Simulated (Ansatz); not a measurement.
Relaxed-ion elastic tensor of Mg (hcp (Mg type), space group No. 194) in GPa (Voigt order), PBEsol in the plane-wave PAW code Ansatz; density 1.79 g/cm³, 22.49 Å³ per atom.

|  | 1 | 2 | 3 | 4 | 5 | 6 |
|---|---|---|---|---|---|---|
| 1 | 63.4 | 26.2 | 21.6 | 0.0 | 0.0 | 0.0 |
| 2 | 26.2 | 63.4 | 21.6 | 0.0 | 0.0 | 0.0 |
| 3 | 21.6 | 21.6 | 72.1 | 0.0 | 0.0 | 0.0 |
| 4 | 0.0 | 0.0 | 0.0 | 19.4 | 0.0 | 0.0 |
| 5 | 0.0 | 0.0 | 0.0 | 0.0 | 19.4 | 0.0 |
| 6 | 0.0 | 0.0 | 0.0 | 0.0 | 0.0 | 18.6 |

### Question
Is the crystal mechanically stable?

### Answer
Yes: the smallest eigenvalue of C is 18.6 GPa.

### Question
Work out the Voigt, Reuss and Hill averages.

### Answer
K_V = 37.5, K_R = 37.5, K_H = 37.5; G_V = 20.1, G_R = 19.9, G_H = 20.0 GPa.

### Question
Give Young's modulus, Poisson's ratio, Pugh's ratio and the universal anisotropy index.

### Answer
E = 9KG/(3K + G) = 50.9 GPa; ν = 0.27; K/G = 1.88 (ductile by the Pugh limit of 1.75); A_U = 5G_V/G_R + K_V/K_R − 6 = 0.06.

### Question
Estimate the sound speeds and the Debye temperature.

### Answer
v_l = √((K + 4G/3)/ρ) = 5980 m/s, v_t = √(G/ρ) = 3340 m/s, mean 3720 m/s; Θ = (h/k)(3n/4πV)^(1/3) v_m = 392 K.

### Question
Solve the Christoffel equation for the three sound speeds along x, y, z.

### Answer
Eigenvalues of C_ijkl n_j n_l equal ρv². In km/s, slowest first: x 3.22, 3.29, 5.94; y 3.22, 3.29, 5.94; z 3.29, 3.29, 6.34.

### Question
How much does each axis shrink under pressure?

### Answer
Linear compressibilities β_i = Σ_j S_ij (j = 1 to 3): x 9.1, y 9.1, z 8.4 per TPa.

Space group P6_3/mmc (hcp (Mg type)). The PBEsol relaxation kept the symmetry of its start; phonons on a q-mesh show no instability. As this level gives no gap, shear constants depend on the k-mesh and smearing (Fermi–Dirac, 0.1 eV here). On the denser mesh and wider smearing of the elastic run this cell carries a stress of 0.5 GPa.

Potentials: the earlier of the program's two PAW sets.
